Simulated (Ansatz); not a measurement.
HfO2:
```xyz
6
Lattice="4.7896 0.0000 0.0000 0.0000 4.7896 0.0000 0.0000 0.0000 3.1861" Properties=species:S:1:pos:R:3 pbc="T T T"
Hf     0.0000     0.0000     0.0000
Hf     2.3948     2.3948     1.5930
O      0.9345     3.8551     1.5930
O      3.8551     0.9345     1.5930
O      3.3293     3.3293     0.0000
O      1.4603     1.4603     0.0000
```

Relaxed with LDA. Special points in fractions of this cell's reciprocal vectors: Γ (0.000, 0.000, 0.000); X (0.000, 0.500, 0.000); M (0.500, 0.500, 0.000); Z (0.000, 0.000, 0.500); R (0.000, 0.500, 0.500); A (0.500, 0.500, 0.500).

List the band energies nearest the valence-band maximum at these points for LDA in the plane-wave PAW code Ansatz.

In eV from the valence-band maximum; about four levels below and three above (degenerate sets whole), none deeper than 8.9 eV; points with the same levels are listed once.

```csv
k,below,above
Γ,-0.63 -0.38 -0.38 0.00,3.88 4.06 5.21
X,-1.40 -1.40 -0.66 -0.66,4.60 4.60 6.25 6.25
M,-1.04 -1.04 -0.72 -0.72,4.16 4.16 5.66 5.66
Z,-2.03 -2.03 -0.95 -0.95,5.62 5.62 6.11 6.11
R,-1.71 -1.71 -0.88 -0.88,4.11 4.11 6.37 6.37
A,-1.11 -1.11 -0.46 -0.46,5.10 5.10 5.87 5.87
```

Space group P4_2/mnm (rutile). The first step of the workflow began from a Materials Project structure, measured or hypothetical; the Crystallography Open Database copy checked does not list it. It is not the phase usual at ambient conditions (space group No. 14, 29). The cell was relaxed with LDA under the symmetry of its start; whether a distortion lowers the energy is not shown. The run is not spin-polarised. Scalar-relativistic: spin–orbit coupling is off unless named, which matters more the heavier the elements.

Potentials: the earlier of the program's two PAW sets. The files were generated under PBE; for other functionals the program regenerates the frozen cores, and for LDA and PBEsol the local potential too.
